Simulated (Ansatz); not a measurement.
**Al$_{3}$FeCo$_{2}$ (P4/mmm) at 3 levels of theory**

One geometry, relaxed with PBE; plane waves with PAW potentials in Ansatz, scalar-relativistic. Collinear spin, ending at 0.4 μB a primitive cell. Gaps are the least over mesh and band path; pressure is positive in compression.

```yaml
crystal:
  lattice:
    - [2.85556, 0.00000, 0.00000]
    - [0.00000, 2.85556, 0.00000]
    - [0.00000, 0.00000, 8.58724]
  atoms:
    - { symbol: Al, position: [0.00000, 0.00000, 0.83490] }
    - { symbol: Al, position: [0.00000, 0.00000, 0.16510] }
    - { symbol: Al, position: [0.00000, 0.00000, 0.50000] }
    - { symbol: Co, position: [0.50000, 0.50000, 0.33479] }
    - { symbol: Co, position: [0.50000, 0.50000, 0.66521] }
    - { symbol: Fe, position: [0.50000, 0.50000, 0.00000] }
```

```tsv
level	cutoff (eV)	k mesh	gap (eV)	pressure (GPa)	largest moment (μB)
PBE	420	14×14×6	0	0.0	0.44
r2SCAN	500	14×14×6	0	-5.1	0.58
PBEsol	420	14×14×6	0	-5.6	0.46
```

The state reached may not be the lowest one.

It was reached by relaxing an invented guess, and it needn't be the stable form of this composition.
